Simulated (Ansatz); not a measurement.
Total density of states per atom from r²SCAN (plane waves, PAW; program Ansatz), in 0.25 eV bins, energy from the Fermi level:

```json
[
 {"E (eV)": "-7.85", "states/eV/atom": "0.00"},
 {"E (eV)": "-7.60", "states/eV/atom": "0.00"},
 {"E (eV)": "-7.35", "states/eV/atom": "0.00"},
 {"E (eV)": "-7.10", "states/eV/atom": "0.00"},
 {"E (eV)": "-6.85", "states/eV/atom": "0.08"},
 {"E (eV)": "-6.60", "states/eV/atom": "0.21"},
 {"E (eV)": "-6.35", "states/eV/atom": "0.32"},
 {"E (eV)": "-6.10", "states/eV/atom": "0.52"},
 {"E (eV)": "-5.85", "states/eV/atom": "0.42"},
 {"E (eV)": "-5.60", "states/eV/atom": "0.50"},
 {"E (eV)": "-5.35", "states/eV/atom": "0.48"},
 {"E (eV)": "-5.10", "states/eV/atom": "0.38"},
 {"E (eV)": "-4.85", "states/eV/atom": "0.48"},
 {"E (eV)": "-4.60", "states/eV/atom": "0.52"},
 {"E (eV)": "-4.35", "states/eV/atom": "0.47"},
 {"E (eV)": "-4.10", "states/eV/atom": "0.69"},
 {"E (eV)": "-3.85", "states/eV/atom": "0.71"},
 {"E (eV)": "-3.60", "states/eV/atom": "0.62"},
 {"E (eV)": "-3.35", "states/eV/atom": "0.65"},
 {"E (eV)": "-3.10", "states/eV/atom": "0.48"},
 {"E (eV)": "-2.85", "states/eV/atom": "0.32"},
 {"E (eV)": "-2.60", "states/eV/atom": "0.32"},
 {"E (eV)": "-2.35", "states/eV/atom": "0.46"},
 {"E (eV)": "-2.10", "states/eV/atom": "0.44"},
 {"E (eV)": "-1.85", "states/eV/atom": "0.40"},
 {"E (eV)": "-1.60", "states/eV/atom": "0.84"},
 {"E (eV)": "-1.35", "states/eV/atom": "1.02"},
 {"E (eV)": "-1.10", "states/eV/atom": "1.07"},
 {"E (eV)": "-0.85", "states/eV/atom": "0.75"},
 {"E (eV)": "-0.60", "states/eV/atom": "0.55"},
 {"E (eV)": "-0.35", "states/eV/atom": "0.51"},
 {"E (eV)": "-0.10", "states/eV/atom": "0.53"},
 {"E (eV)": "0.15", "states/eV/atom": "0.55"},
 {"E (eV)": "0.40", "states/eV/atom": "0.63"},
 {"E (eV)": "0.65", "states/eV/atom": "0.55"},
 {"E (eV)": "0.90", "states/eV/atom": "0.34"},
 {"E (eV)": "1.15", "states/eV/atom": "0.41"},
 {"E (eV)": "1.40", "states/eV/atom": "0.48"},
 {"E (eV)": "1.65", "states/eV/atom": "0.59"},
 {"E (eV)": "1.90", "states/eV/atom": "0.62"},
 {"E (eV)": "2.15", "states/eV/atom": "0.83"},
 {"E (eV)": "2.40", "states/eV/atom": "0.71"}
]
```

Which of these materials gives this?
A) Hf2As, Pnnm (Pearson symbol oP36)
B) In2GaAs3, I-4m2 (In on 4e, Ga on 2a, As on 2d, As on 4f)
C) NbAs, CsCl type
D) HfB, rock salt

A, Hf2As, Pnnm (Pearson symbol oP36). Within 0.5 eV of the Fermi level: Hf 5d 89 %. Projections are on Löwdin-orthogonalised atomic valence shells; empty p or d shells of many metals are not among them.

The first step of the workflow began from a Materials Project structure, measured or hypothetical; the Crystallography Open Database copy checked does not list it. Its standing as an ambient phase is unchecked. Symmetry was held in the r²SCAN relaxation; whether a distortion lowers the energy is not shown. No spin polarisation was allowed. Scalar-relativistic: spin–orbit coupling is off unless named, which matters more the heavier the elements.

Potentials: the later of the program's two PAW sets.
